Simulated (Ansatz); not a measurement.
The calculation used DFT PBE, scalar-relativistic, plane waves, PAW in Ansatz. Settings: cutoff 420 eV, Γ-centred meshes spaced at most about 0.3 Å⁻¹, and about 0.25 Å⁻¹ or finer for metals (2π included), Gaussian smearing. No spin polarisation in the final relaxations.

These are static total energies at zero pressure.

Compare these two cells of NaBe2, each relaxed at this level.

A.

```yaml
crystal:
  lattice:
    - [3.81479, 0.00000, 0.00000]
    - [-1.90740, 3.30371, 0.00000]
    - [0.00000, 0.00000, 4.12754]
  atoms:
    - { symbol: Na, position: [0.00000, 0.00000, 0.00000] }
    - { symbol: Be, position: [0.33333, 0.66667, 0.50000] }
    - { symbol: Be, position: [0.66667, 0.33333, 0.50000] }
```

B.

```yaml
crystal:
  lattice:
    - [2.54159, 0.00000, 0.00000]
    - [-1.27079, 2.20108, 0.00000]
    - [0.00000, 0.00000, 6.89036]
  atoms:
    - { symbol: Na, position: [0.00000, 0.00000, 0.00000] }
    - { symbol: Be, position: [0.33333, 0.66667, 0.37587] }
    - { symbol: Be, position: [0.66667, 0.33333, 0.62413] }
```

Task: Which is lower in energy, and by how much?

Result: B is lower, by 172 meV/atom. A has the AlB2 type, space group P6/mmm (No. 191), 17.3 Å³/atom and no gap on its mesh; B has Na and Be ordered on fcc sites, space group P-3m1 (No. 164), 12.8 Å³/atom and no gap. Counting all near atoms (those within 1.25 times the shortest distance at each site; a plus sign parts nearer from farther groups), A has Na 12, Be 3 and B has Na 6+6, Be 3+6. The denser one is the lower, and pressure would at first widen the difference. Even the lower one lies +0.67 eV/atom against the reference forms of the elements (uncorrected), so neither is stable at this level. Both come from invented guesses.

Cells relaxed within their symmetry can be saddle points.
